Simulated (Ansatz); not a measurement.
Input, command and steps of an Ansatz relaxation.

```yaml
crystal:
  lattice:
    - [5.9364971071, 0.0, 0.0]
    - [0.0, 5.9364971071, 0.0]
    - [0.0, 0.0, 5.9364971071]
  atoms:
    - { symbol: K, position: [0.0, 0.0, 0.0] }
    - { symbol: Ti, position: [0.235, 0.235, 0.235] }
    - { symbol: Ti, position: [0.235, 0.765, 0.765] }
    - { symbol: Ti, position: [0.765, 0.765, 0.235] }
    - { symbol: Ti, position: [0.765, 0.235, 0.765] }
    - { symbol: Tl, position: [0.5, 0.0, 0.0] }
    - { symbol: Tl, position: [0.0, 0.5, 0.0] }
    - { symbol: Tl, position: [0.0, 0.0, 0.5] }
basis:
  ecutwfc: 420
kpoints:
  mp_grid: { grid: [4, 4, 4] }
hamiltonian:
  xc: pbe
scf:
  occupations: { method: gaussian, width: 0.1 }
  lower_state_search: "off"
output:
  forces: true
  stress: true
  eigenvalues: true
relax:
  adjacent_minimum: "off"
  f_tol: 0.04
  max_steps: 70
  cell: { stress_tol: 0.4 }
```

```bash
ansatz run input.yaml --threads 1 --pin off --max-ram 2560MiB --backend cpu --events-out ev --progress --plain --runs-dir out
```

The calculation used DFT PBE, scalar-relativistic, plane waves, PAW (Ansatz 0.2.0).

Of 9 frames 8 are shown, positions in Å and forces in eV/Å; the SCF threshold varies from step to step. Steps run on the plane waves of an earlier cell, with a Pulay correction in the pressure. The basis is chosen afresh for the last frame, the zero of the energies, and at times for earlier ones too; energy and pressure step there, also at an unchanged geometry.

```xyz
8
Lattice="5.9365 0.0000 0.0000 0.0000 5.9365 0.0000 0.0000 0.0000 5.9365" Properties=species:S:1:pos:R:3:forces:R:3 pbc="T T T" step=1 free_energy_over_end_meV_per_atom=1322.20 pressure_GPa=17.58
K     0.0000    0.0000    0.0000    0.0000    0.0000    0.0000
Ti    1.3951    1.3951    1.3951    2.0011    2.0011    2.0011
Ti    1.3951    4.5414    4.5414    2.0011   -2.0011   -2.0011
Ti    4.5414    4.5414    1.3951   -2.0011   -2.0011    2.0011
Ti    4.5414    1.3951    4.5414   -2.0011    2.0011   -2.0011
Tl    2.9682    0.0000    0.0000    0.0000    0.0000    0.0000
Tl    0.0000    2.9682    0.0000    0.0000    0.0000    0.0000
Tl    0.0000    0.0000    2.9682    0.0000    0.0000    0.0000
8
Lattice="6.2255 0.0000 0.0000 0.0000 6.2255 0.0000 0.0000 0.0000 6.2255" Properties=species:S:1:pos:R:3:forces:R:3 pbc="T T T" step=2 free_energy_over_end_meV_per_atom=862.36 pressure_GPa=5.04
K     0.0000    0.0000    0.0000    0.0000    0.0000    0.0000
Ti    1.5438    1.5438    1.5438    1.3128    1.3128    1.3128
Ti    1.5438    4.6817    4.6817    1.3128   -1.3128   -1.3128
Ti    4.6817    4.6817    1.5438   -1.3128   -1.3128    1.3128
Ti    4.6817    1.5438    4.6817   -1.3128    1.3128   -1.3128
Tl    3.1127    0.0000    0.0000    0.0000    0.0000    0.0000
Tl    0.0000    3.1127    0.0000    0.0000    0.0000    0.0000
Tl    0.0000    0.0000    3.1127    0.0000    0.0000    0.0000
8
Lattice="6.2563 0.0000 0.0000 0.0000 6.2563 0.0000 0.0000 0.0000 6.2563" Properties=species:S:1:pos:R:3:forces:R:3 pbc="T T T" step=3 free_energy_over_end_meV_per_atom=643.71 pressure_GPa=1.29
K     0.0000    0.0000    0.0000    0.0000    0.0000    0.0000
Ti    1.6700    1.6700    1.6700    1.0477    1.0477    1.0477
Ti    1.6700    4.5863    4.5863    1.0477   -1.0477   -1.0477
Ti    4.5863    4.5863    1.6700   -1.0477   -1.0477    1.0477
Ti    4.5863    1.6700    4.5863   -1.0477    1.0477   -1.0477
Tl    3.1281    0.0000    0.0000    0.0000    0.0000    0.0000
Tl    0.0000    3.1281    0.0000    0.0000    0.0000    0.0000
Tl    0.0000    0.0000    3.1281    0.0000    0.0000    0.0000
8
Lattice="6.2317 0.0000 0.0000 0.0000 6.2317 0.0000 0.0000 0.0000 6.2317" Properties=species:S:1:pos:R:3:forces:R:3 pbc="T T T" step=4 free_energy_over_end_meV_per_atom=469.85 pressure_GPa=-1.25
K     0.0000    0.0000    0.0000    0.0000    0.0000    0.0000
Ti    1.7845    1.7845    1.7845    0.8924    0.8924    0.8924
Ti    1.7845    4.4472    4.4472    0.8924   -0.8924   -0.8924
Ti    4.4472    4.4472    1.7845   -0.8924   -0.8924    0.8924
Ti    4.4472    1.7845    4.4472   -0.8924    0.8924   -0.8924
Tl    3.1159    0.0000    0.0000    0.0000    0.0000    0.0000
Tl    0.0000    3.1159    0.0000    0.0000    0.0000    0.0000
Tl    0.0000    0.0000    3.1159    0.0000    0.0000    0.0000
8
Lattice="6.1611 0.0000 0.0000 0.0000 6.1611 0.0000 0.0000 0.0000 6.1611" Properties=species:S:1:pos:R:3:forces:R:3 pbc="T T T" step=5 free_energy_over_end_meV_per_atom=291.45 pressure_GPa=-2.64
K     0.0000    0.0000    0.0000    0.0000    0.0000    0.0000
Ti    1.8808    1.8808    1.8808    0.9981    0.9981    0.9981
Ti    1.8808    4.2804    4.2804    0.9981   -0.9981   -0.9981
Ti    4.2804    4.2804    1.8808   -0.9981   -0.9981    0.9981
Ti    4.2804    1.8808    4.2804   -0.9981    0.9981   -0.9981
Tl    3.0806    0.0000    0.0000    0.0000    0.0000    0.0000
Tl    0.0000    3.0806    0.0000    0.0000    0.0000    0.0000
Tl    0.0000    0.0000    3.0806    0.0000    0.0000    0.0000
8
Lattice="6.0777 0.0000 0.0000 0.0000 6.0777 0.0000 0.0000 0.0000 6.0777" Properties=species:S:1:pos:R:3:forces:R:3 pbc="T T T" step=6 free_energy_over_end_meV_per_atom=103.45 pressure_GPa=-2.75
K     0.0000    0.0000    0.0000    0.0000    0.0000    0.0000
Ti    1.9688    1.9688    1.9688    0.8870    0.8870    0.8870
Ti    1.9688    4.1089    4.1089    0.8870   -0.8870   -0.8870
Ti    4.1089    4.1089    1.9688   -0.8870   -0.8870    0.8870
Ti    4.1089    1.9688    4.1089   -0.8870    0.8870   -0.8870
Tl    3.0388    0.0000    0.0000    0.0000    0.0000    0.0000
Tl    0.0000    3.0388    0.0000    0.0000    0.0000    0.0000
Tl    0.0000    0.0000    3.0388    0.0000    0.0000    0.0000
8
Lattice="5.9894 0.0000 0.0000 0.0000 5.9894 0.0000 0.0000 0.0000 5.9894" Properties=species:S:1:pos:R:3:forces:R:3 pbc="T T T" step=7 free_energy_over_end_meV_per_atom=0.31 pressure_GPa=-0.20
K     0.0000    0.0000    0.0000    0.0000    0.0000    0.0000
Ti    2.0540    2.0540    2.0540   -0.0620   -0.0620   -0.0620
Ti    2.0540    3.9353    3.9353   -0.0620    0.0620    0.0620
Ti    3.9353    3.9353    2.0540    0.0620    0.0620   -0.0620
Ti    3.9353    2.0540    3.9353    0.0620   -0.0620    0.0620
Tl    2.9947    0.0000    0.0000    0.0000    0.0000    0.0000
Tl    0.0000    2.9947    0.0000    0.0000    0.0000    0.0000
Tl    0.0000    0.0000    2.9947    0.0000    0.0000    0.0000
8
Lattice="5.9886 0.0000 0.0000 0.0000 5.9886 0.0000 0.0000 0.0000 5.9886" Properties=species:S:1:pos:R:3:forces:R:3 pbc="T T T" step=9 free_energy_over_end_meV_per_atom=0.00 pressure_GPa=-0.33
K     0.0000    0.0000    0.0000    0.0000    0.0000    0.0000
Ti    2.0473    2.0473    2.0473    0.0213    0.0213    0.0213
Ti    2.0473    3.9413    3.9413    0.0213   -0.0213   -0.0213
Ti    3.9413    3.9413    2.0473   -0.0213   -0.0213    0.0213
Ti    3.9413    2.0473    3.9413   -0.0213    0.0213   -0.0213
Tl    2.9943    0.0000    0.0000    0.0000    0.0000    0.0000
Tl    0.0000    2.9943    0.0000    0.0000    0.0000    0.0000
Tl    0.0000    0.0000    2.9943    0.0000    0.0000    0.0000
```

The start puts this composition into another compound's structure type, which needn't suit it. At the end the space group is P-43m (tolerance 0.05 Å).

Time: 120 s on 1 thread of Arm Neoverse V1 (shared host), peak memory 0.47 GiB.

The k mesh is coarse. Spin–orbit coupling is left out, which can shift energies with elements as heavy as these. Spin polarisation was left out, and a magnetic state may lie lower.